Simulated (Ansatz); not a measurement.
Pb:
```
CELL_PARAMETERS angstrom
      0.00000     2.44083     2.44083
      2.44083     0.00000     2.44083
      2.44083     2.44083     0.00000
ATOMIC_POSITIONS crystal
  Pb 0.00000 0.00000 0.00000
```

Relaxed with LDA. Special points in fractions of this cell's reciprocal vectors: Γ (0.000, 0.000, 0.000); X (0.500, 0.000, 0.500); U (0.625, 0.250, 0.625); K (0.375, 0.375, 0.750); L (0.500, 0.500, 0.500); W (0.500, 0.250, 0.750).

Task: List the band energies nearest the Fermi level at these points for LDA in the plane-wave PAW code Ansatz.

Result: In eV from the Fermi level; about four levels below and three above (degenerate sets whole), none deeper than 8.9 eV; … stands for higher levels left out; points with the same levels are listed once.

| k | below | above |
|---|---|---|
| Γ | – | 7.63 7.63 7.63 |
| X | -6.80 -3.48 | 2.01 2.01 … |
| U | -6.89 -2.45 -1.34 | 2.99 … |
| L | -8.29 -4.45 | 5.70 5.70 … |
| W | -6.69 -1.50 -1.50 | 0.21 … |

Space group Fm-3m (fcc (Cu type)). The LDA relaxation kept the symmetry of its start. Spin–orbit coupling is left out wherever it is not named.

Potentials: the earlier of the program's two PAW sets.
